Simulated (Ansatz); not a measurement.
**Lattice vibrations of GaO at Γ**

Level of theory: DFT PBEsol, scalar-relativistic, plane waves, PAW (Ansatz). Cutoff 420 eV, 12×12×2 k-points (Γ-centred), fixed occupations. No spin polarisation. Phonons by linear response, acoustic sum rule imposed.

Equilibrium structure at this level:
```
CELL_PARAMETERS angstrom
3.06982 0.00000 0.00000
-1.53491 2.65854 0.00000
0.00000 0.00000 12.87211
ATOMIC_POSITIONS crystal
Ga 0.33333 0.66667 0.15386
Ga 0.66667 0.33333 0.65386
Ga 0.33333 0.66667 0.34614
Ga 0.66667 0.33333 0.84614
O 0.33333 0.66667 0.59796
O 0.66667 0.33333 0.09796
O 0.33333 0.66667 0.90204
O 0.66667 0.33333 0.40204
```

The cell was built by swapping an element in a database structure (itself possibly hypothetical) and relaxing; it need not be the stable form of this composition. The crystal is built of layers and no dispersion correction was added, so the binding between them is poorly described, and with it their spacing and whatever depends on it. The run warned that the force constants aren't converged on this k mesh, so the frequencies and all that is formed from them are rough.

(1) Give the high-frequency dielectric tensor ε∞.

(2) Give the Born effective charges.

(3) How large is the static dielectric tensor with the ions free to move, and what share of it is ionic?

Results:

(1)
```
5.66 0.00 0.00
0.00 5.66 0.00
0.00 0.00 4.71
```

(2)
```csv
atom,Z*xx,Z*yy,Z*zz,mean
Ga (atom 1),2.41,2.41,1.59,2.14
O (atom 5),-2.41,-2.41,-1.59,-2.14
```

(3)
```
9.4 0.0 0.0
0.0 9.4 0.0
0.0 0.0 7.1
```
The ions give 38 % of its trace.

Cost: 1 run of about 5.5 core-minutes, on Intel Xeon 6975P-C (Granite Rapids) (shared hosts).